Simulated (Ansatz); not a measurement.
**⁴⁷Ti NMR of the central transition in CsTiAlO₄**

Cell: a computed structure from the Materials Project (it need not be an observed phase), atoms as given.

```
Cs Ti Al O
1.0
    -2.91082    4.58101    5.07224
     2.91082   -4.58101    5.07224
     2.91082    4.58101   -5.07224
Cs Ti Al O
2 2 2 8
Direct
  0.45151 0.95151 0.50000
  0.04833 0.04833 0.00000
  0.46930 0.66855 0.80075
  0.86779 0.66855 0.19925
  0.64269 0.33078 0.31190
  0.01888 0.33078 0.68810
  0.01928 0.49656 0.01202
  0.01928 0.00726 0.52272
  0.48455 0.49656 0.47728
  0.48455 0.00726 0.98798
  0.74770 0.49676 0.25094
  0.24582 0.49676 0.74906
  0.82493 0.32493 0.50000
  0.67539 0.67539 0.00000
```

Atoms are numbered from 1 in the order listed; like atoms form one site, named after its first atom.

All values are calculated (Ansatz; DFT, PBE, plane waves and PAW, scalar-relativistic, 420 eV cutoff, Γ-centred 5×5×5 k-points, Fermi–Dirac smearing 0.02 eV), not measured.

⁴⁷Ti has I = 5/2 and Q = 302.0 mb (Pyykkö 2018); at 11.7 T its Larmor frequency is ν₀ = 28.1 MHz. Only the quadrupole interaction is simulated: positions count from each site's isotropic chemical shift, and shift anisotropy, dipolar and J coupling are left out.

Problem. Simulate the second-order pattern (static powder, Gaussian broadening 20 kHz) of site Ti (4 O at 1.81–1.83 Å).

Solution. The calculation gives C_Q = 16.5 MHz and η = 0.41, so ν_Q = 2.48 MHz and the centre of gravity lies at -2187 ppm (-61.5 kHz).

offset (kHz), height and a bar:
```
   -299.9          0 
   -284.8          6 ##
   -269.8         30 #########
   -254.7         44 #############
   -239.7         47 ##############
   -224.6         49 ###############
   -209.5         51 ###############
   -194.5         54 ################
   -179.4         58 #################
   -164.4         63 ###################
   -149.3         69 #####################
   -134.2         80 ########################
   -119.2         98 #############################
   -104.1         94 ############################
    -89.1         79 ########################
    -74.0         72 #####################
    -58.9         68 ####################
    -43.9         66 ####################
    -28.8         65 ###################
    -13.8         64 ###################
      1.3         62 ###################
     16.4         55 #################
     31.4         56 #################
     46.5         64 ###################
     61.5         80 ########################
     76.6        100 ##############################
     91.7         73 ######################
    106.7         51 ###############
    121.8         43 #############
    136.9         28 ########
    151.9          5 ##
    167.0          0
```

The run took 85 s of wall time (85 s of CPU time) and 0.71 GiB at its peak, on 1 thread of Arm Neoverse V1 (aarch64; 8 cores open to the job, memory cap 2.5 GiB, no GPU), a shared host with a load of 0.3 a core.
